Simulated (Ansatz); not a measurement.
# What settings do to one calculation: Sb started on a Zr site next to a Ba vacancy in cubic perovskite BaZrO3, 9 atoms, charge −1

Ansatz (PAW, plane waves), atoms fixed. The base input:

```yaml
crystal:
  lattice:
    - [8.361961, 0.000000, 0.000000]
    - [0.000000, 4.180980, 0.000000]
    - [0.000000, 0.000000, 4.180980]
  atoms:
    - { symbol: Ba, position: [0.472115, 0.020079, 0.039332] }
    - { symbol: Sb, position: [0.252574, 0.495221, 0.495879], spin: 0.4 }
    - { symbol: Zr, position: [0.759801, 0.484353, 0.465068] }
    - { symbol: O, position: [0.268749, 0.464583, 0.000356], spin: 0.4 }
    - { symbol: O, position: [0.749184, 0.461109, 0.979832] }
    - { symbol: O, position: [0.002899, 0.507567, 0.491971], spin: 0.4 }
    - { symbol: O, position: [0.482697, 0.468441, 0.492645], spin: 0.4 }
    - { symbol: O, position: [0.254385, 0.995145, 0.531253], spin: 0.4 }
    - { symbol: O, position: [0.755668, 0.020491, 0.503006] }
kpoints:
  mp_grid: { grid: [2, 2, 2], shift: [0.5, 0.5, 0.5] }
hamiltonian:
  xc: pbesol
total_charge: -1
magnetization:
  spin_polarized: true
scf:
  occupations: { method: fermi_dirac, width: 0.01 }
output:
  forces: true
  eigenvalues: true
  populations: true
  charged_corrections: { epsilon: 40 }
```

Command:

```sh
ansatz run in.yaml --threads 7 --pin off --max-ram 13300MiB --runs-dir r --events-out ev --progress --plain
```

It converged in 13 iterations and 2.8 s of wall time on 7 threads of a Neoverse-V2 processor, on a host shared with other runs; peak host memory 0.74 GiB; largest force component 5.21 eV/Å. The cutoff was the default, 420 eV. The base isn't a converged reference: it has few k points, and its atoms are unrelaxed. Each run below changes the keys shown and caps the iterations.

| run | changed | ending | iterations | free energy less the base (meV per atom) | rms change of forces (eV/Å) | change of pressure (GPa) | wall time (s, shared host) |
| --- | --- | --- | --- | --- | --- | --- | --- |
| 1 | dispersion d3bjatm, max_iter 60 | converged | 13 | other zero | 0.003 | – | 2.6 CPU |
| 2 | xc_grid 3 (2 is the default), dispersion d3bjatm, max_iter 80, k points the single k point (½, ½, ½) | converged | 15 | other zero | 1.697 | – | 1.4 CPU |
| 3 | initial_magnetization 4, n_extra_bands 0, max_iter 70 | refused | – | – | – | – | – |
| 4 | initial_magnetization 2, max_iter 100, total_charge 1 | converged | 21 | other zero | 1.270 | – | 3.3 CPU |
| 5 | occupations methfessel_paxton, max_iter 70 | converged | 15 | 0.0 | 0.000 | – | 2.7 CPU |
| 6 | max_iter 80, k points the single k point (½, ½, ½) | converged | 15 | -115.4 | 1.698 | – | 1.2 CPU |

«Other zero»: another functional, charge or dispersion term moves the zero of energy, so the difference says nothing of accuracy.

Q: Which changes leave the result alone, and which of the same physical model moves the forces most?

A: The forces move by under 0.002 eV/Å in run 5. Run 6 (max_iter 80, k points the single k point (½, ½, ½)) moves them most among the runs with the same functional, charge and dispersion term, by 1.698 eV/Å.

Q: Why did some runs give no result?

A: - run 3: inconsistent input (scf.n_extra_bands): n_bands = 37 cannot host the net starting moment |Σ_I m_I| = 4.0000 μB: with N_el = 74 the majority spin channel must hold (N_el + |M|)/2 = 39.0000 electrons at no more than one per band — at least 39 bands (37 bands …
